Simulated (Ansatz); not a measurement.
**Rocksalt alloy of LiH and LiF (20 of 32 H sites exchanged), 64 atoms**

The calculation used Ansatz, DFT, PBEsol, PAW, plane waves.

Command:

```sh
ansatz run in.yaml --threads 8 --pin off --max-ram 118750MiB --runs-dir r --events-out ev --progress --plain --backend cuda --devices 0,
```

The input less its lattice and atoms:

```yaml
crystal:
  symmetry: { detect: false }
kpoints:
  mp_grid: { grid: [1, 1, 1], shift: [0.25, 0.25, 0.25] }
hamiltonian:
  xc: pbesol
scf:
  occupations: { method: fermi_dirac, width: 0.01 }
relax:
  f_tol: 0.03
  max_steps: 80
  escape_saddle: false
  adjacent_minimum: "off"
  cell: { fix: [shape] }
output:
  forces: true
  eigenvalues: true
  populations: true
```

Start:

```xyz
64
Lattice="7.9942 0.0000 0.0000 0.0000 7.9942 0.0000 0.0000 0.0000 7.9942" Properties=species:S:1:pos:R:3 pbc="T T T"
H     1.9960    7.9741    0.0404
H     2.0227    7.9891    3.9718
H     2.0196    4.0075    4.0114
H     5.9971    0.0238    4.0354
H     6.0025    3.9576    3.9703
H     3.9952    1.9717    4.0026
H     7.9850    7.9818    1.9948
H     7.9715    7.9828    6.0209
H     3.9945    0.0057    6.0140
H     4.0262    3.9802    5.9997
H     2.0126    6.0042    1.9957
H     6.0002    5.9871    2.0100
F     1.9700    3.9985    7.9897
F     5.9795    0.0106    7.9860
F     5.9900    4.0110    0.0096
F     7.9680    1.9861    7.9843
F     0.0120    1.9994    4.0302
F     7.9577    5.9749    7.9649
F     7.9860    6.0074    4.0088
F     4.0025    1.9894    0.0091
F     3.9971    6.0141    7.9834
F     4.0216    5.9910    4.0174
F     7.9866    3.9656    1.9947
F     0.0166    4.0269    5.9937
F     3.9882    0.0043    1.9630
F     4.0018    3.9974    1.9789
F     1.9696    1.9973    1.9880
F     2.0036    2.0146    6.0376
F     1.9661    6.0200    6.0039
F     5.9775    1.9844    1.9682
F     5.9927    2.0263    5.9973
F     5.9904    5.9768    5.9931
Li    0.0257    0.0042    0.0329
Li    7.9583    0.0245    3.9938
Li    0.0077    3.9924    7.9832
Li    0.0153    3.9839    3.9600
Li    3.9711    7.9644    7.9685
Li    3.9809    7.9918    4.0013
Li    4.0201    3.9754    0.0207
Li    3.9986    4.0070    3.9711
Li    2.0195    2.0120    7.9673
Li    2.0041    1.9744    3.9629
Li    2.0108    5.9732    7.9689
Li    2.0365    5.9826    4.0189
Li    6.0473    1.9877    0.0024
Li    5.9428    2.0288    3.9919
Li    5.9946    5.9789    0.0143
Li    5.9913    6.0114    3.9817
Li    1.9732    7.9809    1.9995
Li    1.9687    7.9882    5.9698
Li    1.9969    4.0179    2.0196
Li    1.9973    3.9951    5.9697
Li    5.9882    0.0175    1.9840
Li    6.0291    7.9794    5.9805
Li    6.0178    3.9987    2.0118
Li    5.9905    3.9869    5.9771
Li    0.0266    2.0145    2.0061
Li    0.0105    2.0043    5.9849
Li    0.0172    5.9923    1.9975
Li    7.9787    6.0236    6.0173
Li    4.0034    2.0011    1.9965
Li    4.0005    1.9846    6.0390
Li    4.0301    5.9577    2.0254
Li    3.9871    5.9823    5.9777
```

Steps:

| step | energy less the first (eV) | largest force component (eV/Å) | pressure (GPa) |
| --- | --- | --- | --- |
| start | 0.000 | 0.262 | 0.54 |
| 1 | -0.087 | 0.151 | 0.21 |
| 2 | -0.159 | 0.021 | 0.01 |
| 3 | -0.176 | 0.021 | 0.06 |
| 4 | -0.174 | 0.003 | -0.04 |

A structure on the way, about -0.09 eV from the start:

```
H F Li
1.0
     8.00796    0.00000    0.00000
     0.00000    8.00796    0.00000
     0.00000    0.00000    8.00796
H F Li
12 20 32
Cartesian
  1.9661 7.9945 7.9925
  2.0043 0.0101 4.0133
  2.0256 4.0115 3.9799
  6.0022 8.0047 3.9876
  5.9682 3.9958 3.9830
  3.9960 2.0146 3.9982
  0.0238 7.9920 2.0121
  0.0207 0.0035 5.9689
  3.9711 0.0061 5.9688
  3.9715 4.0090 5.9563
  1.9677 5.9969 2.0395
  6.0042 6.0155 2.0438
  1.9847 4.0065 8.0071
  5.9999 0.0035 8.0038
  6.0052 4.0131 0.0146
  7.9833 1.9936 8.0001
  0.0229 1.9920 4.0296
  7.9860 5.9913 7.9954
  7.9934 6.0047 4.0169
  4.0012 2.0004 0.0003
  4.0102 6.0191 7.9986
  4.0148 6.0053 4.0191
  8.0036 3.9817 2.0127
  0.0077 4.0094 6.0113
  4.0164 0.0049 1.9876
  4.0057 4.0092 1.9894
  1.9874 2.0033 2.0016
  2.0027 2.0016 6.0449
  1.9919 6.0151 6.0150
  6.0032 1.9918 1.9911
  6.0025 2.0256 6.0162
  6.0110 5.9910 6.0057
  0.0157 0.0059 0.0106
  7.9869 0.0064 3.9938
  0.0123 4.0036 8.0046
  8.0045 3.9856 3.9863
  3.9962 7.9814 8.0046
  3.9980 0.0011 4.0093
  4.0317 3.9863 0.0207
  4.0034 4.0184 3.9833
  2.0179 2.0158 7.9871
  2.0125 1.9796 3.9811
  2.0223 5.9842 7.9852
  2.0210 6.0107 4.0311
  6.0485 1.9860 0.0114
  5.9775 2.0133 4.0150
  6.0138 5.9890 0.0064
  5.9985 6.0148 4.0081
  2.0144 8.0021 1.9936
  1.9961 7.9892 6.0025
  2.0021 4.0150 2.0088
  1.9860 3.9866 5.9928
  6.0068 0.0250 1.9813
  6.0225 7.9960 6.0042
  6.0268 4.0002 2.0102
  6.0004 3.9943 6.0025
  0.0350 2.0214 2.0069
  0.0058 1.9978 5.9955
  0.0002 6.0057 2.0119
  8.0057 6.0072 6.0314
  4.0222 2.0019 1.9878
  4.0060 1.9913 6.0412
  4.0155 5.9812 2.0214
  4.0123 6.0031 5.9919
```

End:

```xyz
64
Lattice="8.0196 0.0000 0.0000 0.0000 8.0196 0.0000 0.0000 0.0000 8.0196" Properties=species:S:1:pos:R:3 pbc="T T T"
H     1.9984    8.0108    8.0187
H     2.0066    0.0010    4.0072
H     2.0169    4.0087    4.0056
H     6.0154    0.0008    4.0095
H     6.0037    4.0059    4.0079
H     4.0099    1.9972    4.0179
H     0.0078    8.0055    2.0126
H     0.0063    8.0158    6.0052
H     4.0039    0.0046    5.9980
H     4.0120    4.0005    5.9919
H     1.9998    6.0318    2.0128
H     6.0218    6.0228    2.0204
F     2.0058    4.0101    8.0185
F     6.0148    8.0177    8.0159
F     6.0141    4.0086    8.0190
F     8.0195    2.0021    0.0023
F     8.0196    2.0078    4.0084
F     8.0171    6.0088    8.0145
F     0.0013    6.0063    4.0178
F     4.0095    2.0018    8.0172
F     4.0122    6.0131    8.0167
F     4.0092    6.0178    4.0081
F     0.0015    4.0075    2.0051
F     8.0191    4.0067    6.0130
F     4.0131    0.0011    1.9994
F     4.0103    4.0096    1.9987
F     2.0062    2.0048    2.0011
F     1.9989    2.0044    6.0180
F     2.0066    6.0106    6.0136
F     6.0163    2.0028    2.0014
F     6.0212    2.0008    6.0189
F     6.0140    6.0146    6.0138
Li    8.0130    8.0074    0.0084
Li    0.0007    8.0059    4.0027
Li    8.0185    4.0114    0.0042
Li    8.0184    4.0143    4.0024
Li    4.0173    8.0120    0.0126
Li    4.0105    8.0047    3.9959
Li    4.0115    4.0124    0.0118
Li    4.0126    4.0225    3.9946
Li    2.0022    2.0044    8.0134
Li    1.9948    1.9975    4.0197
Li    2.0015    6.0115    8.0027
Li    2.0033    6.0186    4.0266
Li    6.0166    1.9994    8.0139
Li    6.0255    1.9988    4.0209
Li    6.0165    6.0164    8.0050
Li    6.0174    6.0169    4.0262
Li    2.0141    0.0103    2.0061
Li    2.0068    0.0045    6.0130
Li    2.0089    3.9940    1.9965
Li    2.0000    4.0016    6.0205
Li    6.0047    0.0119    1.9995
Li    6.0123    0.0048    6.0197
Li    6.0128    3.9939    1.9975
Li    6.0205    4.0007    6.0205
Li    0.0034    2.0079    2.0100
Li    0.0023    2.0061    6.0107
Li    0.0037    6.0054    2.0156
Li    0.0027    6.0064    6.0093
Li    4.0088    2.0026    2.0049
Li    4.0074    2.0004    6.0135
Li    4.0065    6.0167    2.0126
Li    4.0074    6.0146    6.0038
```

The calculation finished and met its thresholds.

Time: 4.8 s of wall time on one NVIDIA GB300 with 8 processor threads, on a host shared with other runs; peak host memory 1.7 GiB.

Problem. How much energy did the relaxation gain, and which atom moved most?

Solution. 0.17 eV in 4 steps, from a start with small random displacements; atom 46 (Li) moved 0.08 Å, the median atom 0.03 Å (drift of the whole cell removed).
